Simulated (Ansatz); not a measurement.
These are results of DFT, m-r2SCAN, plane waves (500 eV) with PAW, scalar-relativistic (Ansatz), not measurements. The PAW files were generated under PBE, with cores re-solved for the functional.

An element in the diamond structure gives this curve. The cell is scaled uniformly from the relaxed one, with fractional coordinates and shape fixed. Energies are extrapolated to zero smearing, pressures are those at the given smearing. Magnetic state: non-magnetic.

```tsv
V (Å³/atom)	E − E₀ (meV/atom)	P (GPa)
18.564	244.9	35.31
19.407	99.0	20.66
20.251	22.2	9.05
21.095	-0.1	-0.12
21.939	20.7	-7.34
22.783	75.3	-13.01
23.626	156.4	-17.44
```

Problem. Which element is it?
A. palladium
B. silicon
C. vanadium
D. iridium

Solution. D. Its fit is V₀ = 21.08 Å³/atom, B₀ = 204 GPa, B₀′ = 4.9.

m-r²SCAN is r²SCAN on the gauge-invariant kinetic-energy density; without spin polarisation the two are equal.
